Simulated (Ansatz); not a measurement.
## Stress against strain in NbCd$_{3}$

```yaml
crystal:
  lattice:
    - [4.21500, 0.00000, 0.00000]
    - [0.00000, 4.21500, 0.00000]
    - [0.00000, 0.00000, 4.21500]
  atoms:
    - { symbol: Nb, position: [0.00000, 0.00000, 0.00000] }
    - { symbol: Cd, position: [0.00000, 0.50000, 0.50000] }
    - { symbol: Cd, position: [0.50000, 0.00000, 0.50000] }
    - { symbol: Cd, position: [0.50000, 0.50000, 0.00000] }
```

Atom numbers follow the list: Nb1, Cd2, Cd3, Cd4.

The conventional cell has a = 4.215 Å, b = 4.215 Å, c = 4.215 Å, α = 90.00°, β = 90.00°, γ = 90.00°. Nb (atom 1) has 12 Cd at 2.98 Å as nearest neighbours. Around Cd (atom 2) lie 4 Nb at 2.98 Å and 8 Cd at 2.98 Å.

The cell comes from COD entry 2310296, which wasn't checked; take it as a given geometry.

Spin polarisation is left out, and whether a magnetic state lies lower isn't shown here.

Computed with Ansatz 0.2.0, DFT, LDA, all-electron LAPW, scalar-relativistic.

The runs use a Γ-centred 9×9×9 k mesh, Fermi–Dirac smearing of 0.08 eV, basis error target 0.5 meV/atom, no spin polarisation.

The strain is applied along the Cartesian axes of the cell as listed (the other components stay zero). Fractional coordinates are held (clamped ions).

σ is the change of stress from the unstrained cell, which is at -2.53 GPa; tension is positive, so slopes are stress–strain coefficients at that pressure. In a metal the k mesh adds noise.

Only quantities that a quadratic follows smoothly over the whole series are listed; rougher ones are left out.

```tsv
εzz	σzz (GPa)	σxx (GPa)
-0.0200	-3.37	-1.87
-0.0100	-1.63	-0.90
0.0000	0.00	0.00
0.0200	3.03	1.57
```

(1) Fit the series and read off the stiffness at zero strain.

(2) One run, at εzz = 0.0100, is withheld. Predict its row.

Answers

(1) Least-squares fits y = p0 + p1 x + p2 x² to the rows give σzz (GPa): p1 = 160, p2 = -440; σxx (GPa): p1 = 86, p2 = -370. So C11 = 160 GPa and C12 = 86 GPa, which gives B = (C11 + 2 C12)/3 = 111 GPa.

(2) The fits give 1.56, 0.82; the run gave 1.55, 0.82.
